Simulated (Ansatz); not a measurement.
Relaxed Os (hcp, Mg type):

```
CELL_PARAMETERS angstrom
      5.50971     0.00000     0.00000
     -1.37743     2.38577     0.00000
      0.00000     0.00000     4.34430
ATOMIC_POSITIONS crystal
  Os 0.16667 0.66667 0.75000
  Os 0.66667 0.66667 0.75000
  Os 0.33333 0.33333 0.25000
  Os 0.83333 0.33333 0.25000
```

In each cell atom 1 (Os, nearest neighbour Os at 2.692 Å; its periodic images, 2.8 Å or more away, move with it) moves by s·(0.707, 0.707, 0.000) (along Cartesian [110]), the rest being held.

These are PBE (plane waves to 420 eV, PAW, scalar-relativistic; Ansatz, a first-principles code) values and carry that method's errors. k mesh 8×16×9 (Γ-centred), Fermi-Dirac smearing 0.05 eV. The energy includes the smearing's −TS. With partly filled bands, energies and forces of such displacements shift with the k mesh and the smearing. Os is run without spin polarisation. Os was relaxed with its symmetry unable to fall. Spin-orbit coupling is left out, though Os is heavy. The zero of ΔE is the undisplaced structure.

Successive frames, forces in eV/Å:

```json
[
 {"frame": "s = -0.432 Å", "ΔE (eV/cell)": "1.658", "F on Os1": "(6.832, 6.190, 0.000)", "F on Os2": "(-4.447, -3.652, 0.000)", "F on Os3": "(-1.012, -1.413, 0.000)", "F on Os4": "(-1.373, -1.124, 0.000)"},
 {"frame": "s = -0.324 Å", "ΔE (eV/cell)": "0.849", "F on Os1": "(4.348, 4.012, 0.000)", "F on Os2": "(-2.529, -2.031, 0.000)", "F on Os3": "(-0.813, -1.156, 0.000)", "F on Os4": "(-1.006, -0.825, 0.000)"},
 {"frame": "s = -0.216 Å", "ΔE (eV/cell)": "0.354", "F on Os1": "(2.488, 2.328, 0.000)", "F on Os2": "(-1.212, -0.954, 0.000)", "F on Os3": "(-0.554, -0.819, 0.000)", "F on Os4": "(-0.721, -0.555, 0.000)"}
]
```

Q: What are the energy and the forces in the next frame, s = -0.108 Å?

A: ΔE (eV/cell) = 0.087.

```tsv
atom	Fx	Fy	Fz
Os1	1.194	1.096	0.000
Os2	-0.490	-0.371	0.000
Os3	-0.274	-0.422	0.000
Os4	-0.429	-0.302	0.000
```

(For displaced atoms, the force is minus the slope of the energy, and its curvature is a force constant, which sets phonon frequencies.)
